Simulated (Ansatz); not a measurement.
# An inverse problem

Cell vectors (Å):

```
 3.7610  0.0000  0.0000
-1.8805  3.2571  0.0000
 0.0000  0.0000  4.8608
```

```json
{"atom": "X", "a": "0.0000", "b": "0.0000", "c": "0.0000"}
{"atom": "Se", "a": "0.3333", "b": "0.6667", "c": "0.2609"}
{"atom": "Se", "a": "0.6667", "b": "0.3333", "c": "0.7391"}
```

Computed with PBEsol, PAW on Ansatz 0.2.0's default frozen-core files (fitted under PBE), scalar-relativistic. k mesh 12×12×8, strains of ±0.008, Fermi-Dirac smearing of 0.100 eV.

Elastic constants of a crystal by Kohn-Sham DFT: slopes of the stress over finite engineering strains of the given cell, Voigt indices, Cartesian axes as in the cell vectors.

| index | elastic (GPa) |
| --- | --- |
| 11 | 187.9 |
| 12 | 62.3 |
| 13 | 36.8 |
| 14 | -20.8 |
| 33 | 49.7 |
| 44 | 37 |

Question: All X atoms are one element. Which one was computed?

Answer: Pt; the crystal is PtSe₂ (P-3m1).

Caveats: frozen-core PAW files fitted under PBE, their cores solved anew for the functional of the run; responses of metals move with mesh and smearing; no dispersion correction, so the spacing and stiffness between layers or molecules are poor; the softest shear constant rests on one k mesh, and a soft shear can herald a distortion on cooling; elastic stability says nothing of phonons or of other phases; no spin-orbit coupling on heavy atoms.
